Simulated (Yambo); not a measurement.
RPA spectrum of GaP (zinc blende, space group F-43m, No. 216) on PBEsol bands in Yambo (16×16×16 mesh, 31 bands, 4 Ry local-field block, 0.2 eV broadening; field along x). CGrdSpXd merges neighbouring transition energies to save time; the report line [X-CG] gives the poles kept by one of the 4 MPI tasks, and where the merging fails may depend on that split.

```
CGrdSpXd asked (%)  share reached (%)  poles used (one task)  static ε  largest change of Im ε (% of its maximum)              rough time
------------------  -----------------  ---------------------  --------  -----------------------------------------  ----------------------
100                               100                   6752      10.2                                        0.0                       1
70                                 69                   4726      10.2                                        0.1  within a factor of two
30                                 29                   2019      10.2                                        0.6               about 1/2
15                                  1                     87      11.1                                         52               about 1/4
5                                   1                     87      11.1                                         52               about 1/4
```

All runs end normally. In the runs at 15 %, 5 % few poles are left or the spectrum changes by over a quarter of its peak, and no warning says so. Times are rough ratios from shared machines. The k mesh wasn't tested; the rows compare only with each other.

Spin-orbit coupling is not included.

Geometry relaxed with PBEsol; primitive cell a = b = c = 3.847 Å, α = β = γ = 60.00°.
